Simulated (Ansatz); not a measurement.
# CdPtC6N6: gradients before and after relaxing the atoms

Start: a COD entry, atoms as given.

Space group Fm-3m (No. 225); a = 10.9290 Å.

| site | Wyckoff | site symmetry | x | y | z |
| --- | --- | --- | --- | --- | --- |
| Cd | 4b | m-3m | 0.5000 | 0.5000 | 0.5000 |
| Pt | 4a | m-3m | 0.0000 | 0.0000 | 0.0000 |
| C | 24e | 4m.m | 0.5000 | 0.5000 | 0.1855 |
| N | 24e | 4m.m | 0.5000 | 0.5000 | 0.2854 |

One atom of each set is listed; the run and its k-mesh use a cell of 14 atoms with edges of 7.73, 7.73, 7.73 Å.

All values are calculated (Ansatz; DFT, PBE, plane waves and PAW, scalar-relativistic, 420 eV cutoff, Γ-centred 5×5×5 k-points, Fermi–Dirac smearing 0.05 eV), not measured.

The largest force at the start is 9.8 eV/Å. Relaxing the ions at fixed cell moves them by 0.042 Å at most (atom 11, N) and 0.031 Å rms.

```csv
site,moved (Å),first shell before,first shell after,V_zz before (10²¹ V/m²),η before
C,0.023,"1 N at 1.09 Å, 1 Pt at 2.03 Å, angle 180°","1 N at 1.16 Å, 1 Pt at 2.00 Å, angle 180°",-4.04,0.00
N,0.042,1 C at 1.09 Å,1 C at 1.16 Å,-7.16,0.00
```

Task: What are V_zz and η after the relaxation?

Result: 

```json
{"site": "C", "V_zz after": "-3.82", "η after": "0.00", "change of V_zz": "+0.22"}
{"site": "N", "V_zz after": "-5.89", "η after": "0.00", "change of V_zz": "+1.27"}
```

The largest change of V_zz is on N, from -7.16 to -5.89. In per cent, |V_zz| changes by -6 on C, -18 on N (all sites that start above 0.5). Sites without a gradient aren't listed. Forces this large mark an entry whose positions are poorly determined or wrongly transcribed.

Without spin–orbit coupling the gradients at and beside Pt can be off by some per cent, at some sites by more. The database entry as given showed forces above 3 eV/Å or a pressure above 30 GPa, though relaxing it moves no atom far.
